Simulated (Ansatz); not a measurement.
Input file for Ansatz (an electronic-structure program):

Ansatz 0.2 input:
```yaml
crystal:
  lattice:
    - [2.6002374509, -4.3520083072, 0.0]
    - [2.6002374509, 4.3520083072, 0.0]
    - [0.0, 0.0, 5.1116800025]
  atoms:
    - { symbol: In, position: [0.8436460586, 0.1563539414, 0.9142657694] }
    - { symbol: In, position: [0.3436460586, 0.6563539414, 0.5857342306] }
    - { symbol: In, position: [0.1563539414, 0.8436460586, 0.0857342306] }
    - { symbol: In, position: [0.6563539414, 0.3436460586, 0.4142657694] }
kpoints:
  mp_grid: { grid: [9, 9, 8] }
hamiltonian:
  xc: r2scan
  pseudopotentials: { azcp: { folder: ./paw }, kind: paw }
scf:
  occupations: { method: gaussian, width: 0.1 }
checkpoint: { read: metal.run }
output: { bader: true, populations: true }
```

Output (shortened):

```
Pseudopotentials: kind: paw
Pseudopotential: In, paw, valence charge 13
Functional definition: r2SCAN
Crystal: 4 atoms, lattice volume = 115.690 Å³
Basis set: ecut = 500 eV, 2945 PW (Γ), exchange–correlation on 160×160×160 points (64 copies of the dense FFT grid, shifted against one another)
Bands: 32, of which v1, the nominal top of the filled ones, is band 26 counted from 1 (25 counted from 0)
Symmetry: 8 space group operations
Space group: Cmce (ITA 64), of the structure as read, at distance tolerance 4.9e-5 Å
k-points: 125 of 648
PAW frozen core: In, regenerated for the run's functional
Initial density: read from a saved state, or passed on in memory by an earlier SCF of this step, an earlier step, the calling program or the single point that …
Stability of the state it starts from, as read at its close in the unpolarized treatment …
Initial wavefunctions: pseudopotential atomic-orbital guess
Eigensolver: davidson
Functional: x = r2scan, c = r2scan; τ floored in thin density (d = 2e-4 eV/Å³)
iter 1 solved again at ethr=7.37e-8 eV; its pass at ethr=3.10e-3 eV (dr2=3.83e-5 eV) is discarded
SCF iter   1: F=—  HF=-22447.595519 eV  |F-HF|=—  |Δ(HF+E_count)|=         —  Δρ=1.84e-7  dr2=2.96e-11  dr2_τ=2.57e-12  ethr=7.37e-8  ⟨swp⟩=3.0  Hψ=29843  notcnv=0
all-band conjugate gradients solve this SCF's bands
preconditioner: auto → LDOS
SCF iter   2: F=-22447.595519 eV  HF=-22447.595519 eV  |F-HF|=7.28e-11  |Δ(HF+E_count)|=   7.89e-9  Δρ=2.69e-7  dr2=5.72e-11  dr2_τ=2.61e-12  ethr=1.00e-12  ⟨swp⟩=6.4  Hψ=14867  notcnv=0
SCF 1 converged in 2 iterations: F = -22447.595519 eV  dr2 = 5.72e-11
SCF converged after 2 iterations
Free energy (F): -22447.595519 eV
Harris-Foulkes:  -22447.595519 eV  (|F-HF|=7.28e-11)
Internal energy: -22447.589609 eV  (E = F + TS)
E sigma→0 (E₀):  -22447.592564 eV
Entropy (-TS):   -0.005910 eV (-1.477 meV/atom)
Fermi energy:    8.741603 eV
--- Per-component energies (eV) ---
  E_band       = -197.039305
  E_kinetic    = 868.848564
  E_local      = -4617.408351  (includes V_loc(G=0)·N_el)
  E_nonlocal   = 1306.991404
  E_hartree    = 1868.948349
  E_xc         = -527.526498
  E_vxc        = -381.065568  (∫ρ·V_xc dr)
  E_paw        = -16935.500669  (= ΣΔE_a)
  E_vpaw       = -1139.471907  (= ΣTr[D̂ρ^β])
  E_aug_tail   = -0.000323  (compensation charges beyond the density's cutoff)
  E_vtau       = 27.169594  (kinetic-family band-sum trace: ∫τ·v_τ [+ j·A + Jᵃ·Aᵃ] dr)
  E_ewald      = -4415.804283
  E_core_change = 3.862198  (= ΣΔE_core)
  E_smearing   = -0.005910  (= −TS)
  E_closure    =  0.000000  (closes the sum)
  Σ components = -22447.595519   (vs F -22447.595519, Δ=0.00e0)
  [band-id]    e_kinetic+e_local+e_nonlocal+2·e_hartree+e_vxc+e_vpaw+e_augmentation_tail+e_vtau = -197.039890   (vs E_band -197.039305, Δ=-5.84e-4)
--- Band table (eV; the first three rows and the last of 125) ---
  k-point 0: bands = ["-6.6791", "-6.6723", "-6.6687", "-6.6391", "-6.5691", "-6.5370", "-6.4392", "-6.4031", "-6.3689", "-6.3617", "-6.3350", "-6.3278", "-6.3239", "-6.2645", "-6.2503", "-6.1690", "-6.1145", "-6.0855", "-6.0528", "-5.9324", "-0.8693", "4.9377", "5.5401", "6.8705", "7.2440", "8.2011", "9.6837", "9.7487", "9.8597", "13.0181", "13.5545", "14.3215"]
  k-point 1: bands = ["-6.6967", "-6.6620", "-6.6502", "-6.6438", "-6.5690", "-6.5343", "-6.4458", "-6.4382", "-6.3911", "-6.3594", "-6.3348", "-6.3061", "-6.3024", "-6.2620", "-6.2541", "-6.1511", "-6.1136", "-6.0835", "-6.0545", "-5.9386", "-0.7683", "3.8985", "6.5680", "6.9596", "7.3494", "8.2654", "9.4859", "9.8582", "10.0925", "12.3318", "13.0285", "13.8403"]
  k-point 2: bands = ["-6.7026", "-6.6550", "-6.6451", "-6.6323", "-6.5675", "-6.5382", "-6.4813", "-6.4351", "-6.4271", "-6.4058", "-6.3245", "-6.2963", "-6.2846", "-6.2518", "-6.2095", "-6.1206", "-6.1099", "-6.0805", "-6.0605", "-5.9580", "-0.4650", "2.6999", "7.2264", "7.6586", "7.6715", "8.4385", "9.3559", "9.7630", "10.2178", "12.0813", "12.3281", "12.6127"]
  k-point 124: bands = ["-6.7248", "-6.7248", "-6.6096", "-6.6096", "-6.5800", "-6.5800", "-6.5150", "-6.5150", "-6.3927", "-6.3927", "-6.2527", "-6.2527", "-6.2141", "-6.2141", "-6.1796", "-6.1796", "-6.0943", "-6.0943", "-6.0224", "-6.0224", "2.0242", "2.0242", "4.2557", "4.2557", "7.7693", "7.7693", "7.9417", "7.9417", "14.3190", "14.3190", "15.5872", "15.5872"]
  band table: 32 of 32 bands, residual norms ≤ 1.0e-3 eV
--- Löwdin populations: 4 sites ---
  site symbol       q [e]
     0     In     12.9766
     1     In     12.9766
     2     In     12.9766
     3     In     12.9766
  spilling = 0.001796 (of n_electrons = 52.000000)
--- Bader charges: 4 sites ---
  site symbol  charge [e]  shift [e]
     0     In      0.0000     0.0000
     1     In      0.0000     0.0000
     2     In      0.0000     0.0000
     3     In      0.0000     0.0000
  shift: an alarm, by how much a part of what the PAW files miss would move the charge. Where it is large, compare
  with a run on PAW files of another source; a small one proves nothing
  estimated error of the sums over rays = 1.8e-4 e
```

Cost: around 70 core-seconds (rough) on shared cores.

The start of the workflow was typed in or built on a structure type; neither database checked (COD, Materials Project) lists it. It is not the phase usual at ambient conditions (space group No. 139). Symmetry was held in the r²SCAN relaxation; whether a distortion lowers the energy is not shown. Axis ratios of metals converge slowly with the k-mesh, so a and c are less sure than the volume. Scalar-relativistic: spin–orbit coupling is off unless named, which matters more the heavier the elements.

Potentials: the earlier of the program's two PAW sets.

Ansatz is a plane-wave DFT program.
